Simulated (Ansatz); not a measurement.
What DFT gives for AsH₃

```
As H
1.0
     6.30707   -0.06733    0.04415
    -0.06733    6.38693    0.00596
     0.04415    0.00596    6.34736
As H
4 12
Cartesian
  1.6006 1.6128 1.6388
  1.5503 4.7368 4.7973
  4.7104 4.7745 1.6271
  4.7521 1.5462 4.8042
  1.1206 3.1655 0.0251
  6.2747 4.2951 3.2127
  5.1182 3.1301 0.0400
  6.2905 1.9306 3.2037
  0.0208 1.1719 3.1602
  3.0803 6.3577 4.3653
  -0.0213 5.1848 3.1757
  3.1874 -0.0176 2.0597
  1.9795 3.1505 0.0509
  3.0504 6.3300 1.1777
  4.3245 3.1128 6.3598
  3.0672 6.3365 5.1915
```

The numbers come from plane-wave PAW DFT (Ansatz): m-r2SCAN, no spin polarisation, 500 eV, 3×3×3 (shifted by 0, 0.5, 0 steps) k points, fermi-dirac occupations (width 0.0478 eV). Nothing was relaxed.

(1) What happens at the Fermi level?

(2) Is the cell too large or too small?

(3) Where is the largest force?

(4) What do density and ELF say about some of the short contacts?

(5) What is the formation energy?

Origin: a strained cell with displaced atoms, so it need not be a known compound. Caveats: many states at the Fermi level without spin polarisation, so a magnetic state may lie lower; the k mesh is coarse if the cell is a metal; atoms or cell far from equilibrium; m-r2SCAN is r2SCAN with a changed spin dependence that lowers moments.

## Answers

(1) It is a metal, with about 9 states/eV a cell as the mean within 0.25 eV of the Fermi level, mostly As p (93 %).

(2) The pressure is -3.4 GPa (compression positive), so with the atoms held at these fractions the cell would first shrink; the forces are large, so a full relaxation may end otherwise.

(3) The largest is on H12: 1.68 eV/Å, components (-0.06, -0.13, -1.68). It makes 3° with the line to a nearest neighbour, H14 at 0.89 Å, pointing towards it.

(4) H–H at 0.82 Å: least valence density 1.45 e/Å³ and ELF 1.00 there. As–H at 2.24 Å: least valence density 0.27 e/Å³ and ELF 0.39 there. Both are smooth PAW fields, read partly inside the augmentation spheres.

(5) 0.98 eV an atom against the elements' usual phases (free molecules for gases, crystals otherwise, with no correction for O₂ or N₂), so at this geometry it isn't bound against them. Relaxing would lower it.
